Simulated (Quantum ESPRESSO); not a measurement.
## Band energies of CaHI

```xyz
6
Lattice="4.0233 0.0000 0.0000 0.0000 4.0233 0.0000 0.0000 0.0000 9.3431" Properties=species:S:1:pos:R:3 pbc="T T T"
H      2.0117     2.0117     0.0000
H      0.0000     0.0000     0.0000
Ca     0.0000     2.0117     1.2164
Ca     2.0117     0.0000     8.1267
I      0.0000     2.0117     6.5382
I      2.0117     0.0000     2.8049
```

norm-conserving LDA (Quantum ESPRESSO, 74 Ry, no spin-orbit coupling); path ΓXMΓZRAZ,XR,MA; energies in eV from the valence-band maximum.

```
k (1/Å)  point  band 14  band 15  band 16  band 17  band 18  band 19  band 20  band 21
-------  -----  -------  -------  -------  -------  -------  -------  -------  -------
0.00         Γ    -0.81    -0.45    -0.45    -0.34    -0.34     3.51     4.00     4.53
0.20              -1.14    -0.57    -0.44    -0.42    -0.32     3.73     3.88     4.40
0.59              -1.58    -0.66    -0.46    -0.28    -0.25     3.72     3.95     4.27
0.78         X    -2.02    -0.53    -0.53    -0.24    -0.24     3.81     3.81     4.56
0.98              -1.98    -0.68    -0.68    -0.54    -0.54     3.87     3.87     4.56
1.37              -2.04    -1.62    -1.62    -0.98    -0.98     3.49     3.49     5.07
1.56         M    -2.18    -1.41    -1.41    -1.19    -1.19     3.27     3.27     5.27
1.75              -2.10    -1.76    -1.35    -1.17    -0.91     3.42     3.52     4.93
2.11              -1.73    -1.46    -1.12    -0.92    -0.45     4.04     4.07     4.22
2.48              -1.03    -0.64    -0.54    -0.46    -0.32     3.76     3.94     4.42
2.67         Γ    -0.81    -0.45    -0.45    -0.34    -0.34     3.51     4.00     4.53
2.67         Z    -0.47    -0.47    -0.31    -0.31     0.00     3.49     3.82     4.44
3.06              -1.58    -0.78    -0.38    -0.25    -0.17     3.86     4.01     4.25
3.45         R    -1.72    -0.84    -0.84    -0.24    -0.24     4.11     4.11     4.60
3.76              -1.71    -1.13    -1.13    -0.81    -0.81     4.25     4.25     4.31
4.07              -2.20    -1.48    -1.48    -1.07    -1.07     3.82     3.82     4.52
4.23         A    -2.29    -1.37    -1.37    -1.21    -1.21     3.72     3.72     4.59
4.37              -2.25    -1.54    -1.33    -1.21    -1.01     3.78     3.81     4.44
4.64              -1.95    -1.56    -1.36    -1.06    -0.55     3.74     4.20     4.61
4.92              -1.28    -1.27    -1.11    -0.60    -0.18     3.81     4.41     4.45
5.19              -0.59    -0.57    -0.47    -0.33    -0.01     3.63     3.90     4.22
5.33         Z    -0.47    -0.47    -0.31    -0.31     0.00     3.49     3.82     4.44
5.33         X    -2.02    -0.53    -0.53    -0.24    -0.24     3.81     3.81     4.56
5.67         R    -1.72    -0.84    -0.84    -0.24    -0.24     4.11     4.11     4.60
5.67         M    -2.18    -1.41    -1.41    -1.19    -1.19     3.27     3.27     5.27
6.00         A    -2.29    -1.37    -1.37    -1.21    -1.21     3.72     3.72     4.59
```

The LDA gap is indirect, 3.27 eV, from Z to M; the smallest direct gap is 3.49 eV.

Spin-orbit coupling is left out, which matters for elements this heavy: edges can move by tenths of an eV.

Geometry of the Materials Project entry, not relaxed at this level.

The distance between layers or molecules is the database entry's, not relaxed here. Functionals without dispersion can leave it too large, which widens gaps and weakens the response across layers: the numbers belong to this cell.
